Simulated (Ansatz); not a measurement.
This run works on a proposed trial structure, not on a known crystal.

Input and command of a plane-wave DFT calculation in Ansatz:

```yaml
crystal:
  lattice:
    - [6.8275244719, 0.0, 0.0]
    - [0.0, 6.8275244719, 0.0]
    - [0.0, 0.0, 7.0639791619]
  atoms:
    - { symbol: Pd, position: [0.2603654743, 0.5322935653, 0.5], spin: 1.0 }
    - { symbol: Pd, position: [0.7396345257, 0.4677064347, 0.5], spin: 1.0 }
    - { symbol: Pd, position: [0.5322935653, 0.7396345257, 0.0], spin: 1.0 }
    - { symbol: Pd, position: [0.4677064347, 0.2603654743, 0.0], spin: 1.0 }
    - { symbol: Pd, position: [0.0, 0.0, 0.75], spin: 1.0 }
    - { symbol: Pd, position: [0.0, 0.0, 0.25], spin: 1.0 }
    - { symbol: Pt, position: [0.0, 0.5, 0.0], spin: 1.0 }
    - { symbol: Pt, position: [0.5, 0.0, 0.5], spin: 1.0 }
    - { symbol: Se, position: [0.1921768183, 0.3097551793, 0.7727644197] }
    - { symbol: Se, position: [0.1921768183, 0.3097551793, 0.2272355803] }
    - { symbol: Se, position: [0.8078231817, 0.6902448207, 0.2272355803] }
    - { symbol: Se, position: [0.8078231817, 0.6902448207, 0.7727644197] }
    - { symbol: Se, position: [0.3097551793, 0.8078231817, 0.2727644197] }
    - { symbol: Se, position: [0.3097551793, 0.8078231817, 0.7272355803] }
    - { symbol: Se, position: [0.6902448207, 0.1921768183, 0.7272355803] }
    - { symbol: Se, position: [0.6902448207, 0.1921768183, 0.2727644197] }
basis:
  ecutwfc: 420
kpoints:
  mp_grid: { grid: [4, 4, 4] }
hamiltonian:
  xc: pbe
scf:
  occupations: { method: gaussian, width: 0.1 }
  lower_state_search: "off"
output:
  forces: true
  stress: true
  eigenvalues: true
  populations: true
magnetization:
  spin_polarized: true
```

```bash
ansatz run input.yaml --threads 1 --pin off --max-ram 2560MiB --backend cpu --events-out ev --progress --plain --runs-dir out
```

Processor: AMD EPYC 9R45 96-Core Processor (Zen 5), 1 thread, on a host shared with other jobs.

Task: Estimate time, memory and problem size.

Result: About 88 s, peak memory 1.8 GiB. It solves 168 bands at 18 k points (after reduction by symmetry) with about 6427 plane waves, in 16 SCF iterations.
